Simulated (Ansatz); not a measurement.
Cs2KCoF6:
```
Cs2KCoF6
1.0
    0.00000     4.43625     4.43625
    4.43625     0.00000     4.43625
    4.43625     4.43625     0.00000
K Cs Co F
1 2 1 6
Cartesian
  4.43625   4.43625   4.43625
  2.21812   2.21812   2.21812
  6.65437   6.65437   6.65437
  0.00000   0.00000   0.00000
  4.43625   1.85442   4.43625
  4.43625   7.01808   4.43625
  7.01808   4.43625   4.43625
  1.85442   4.43625   4.43625
  4.43625   4.43625   1.85442
  4.43625   4.43625   7.01808
```

Relaxed with r²SCAN.

Map the electron localisation function on the plane through (0.500, 0.500, 0.500) spanned by u = [1, 0, 0] and v = [-1, 1, 1] in lattice vectors, from r²SCAN (plane waves, PAW; program Ansatz).

x is the fraction of u, y of v (the angle between them is 90°; rows are the nearest grid lines); atoms in the plane: K at (0.00, 0.00), Cs at (0.50, 0.75), Cs at (0.50, 0.25), Co at (0.00, 0.50), F at (0.00, 0.29), F at (0.00, 0.71).
```
|56898730000000000000000003789865|
|88998620000000011000000002689988|
|99887400000012444421000000478899|
|22110000014688999988641000001122|
|11110000168999888899986100001111|
|88875200279986100168997200257888|
|78887300279985000058997200378887|
|45887400158998533589985100478854|
|88764100015789999998751000146788|
|00100000000136777763100000000000|
|11221000000001344310000000012211|
|99742000000000000000000000024799|
|99742000000000000000000000024799|
|11221000000001344310000000012211|
|00000000000136777763100000000100|
|88764100015789999998751000146788|
|45887400158998533589985100478854|
|78887300279985000058997200378887|
|88875200279986100168997200257888|
|11110000168999888899986100001111|
|22110000014688999988641000001122|
|99887400000012444421000000478899|
|88998620000000011000000002689988|
|56898730000000000000000003789865|
```
Scale: ten equal steps from 0.001 (start of '0') to 0.963 (end of '9'), in the order '0123456789'; x runs from 0.000 to 1.00, y from 0.000 (bottom) to 1.00 (top).

The density is the valence pseudo-density with augmentation charge, so density and ELF within about 1 Å of a nucleus are not all-electron values.

Space group Fm-3m. The workflow started from a Materials Project entry (that database holds measured and hypothetical structures alike); the Crystallography Open Database copy checked does not list it. Whether it is the stable phase at ambient conditions was not checked. The cell was relaxed with r²SCAN under the symmetry of its start; its stability against distortions is not shown here. The run is not spin-polarised. No Hubbard U is applied. Spin–orbit coupling is left out wherever it is not named.

Potentials: the later of the program's two PAW sets.
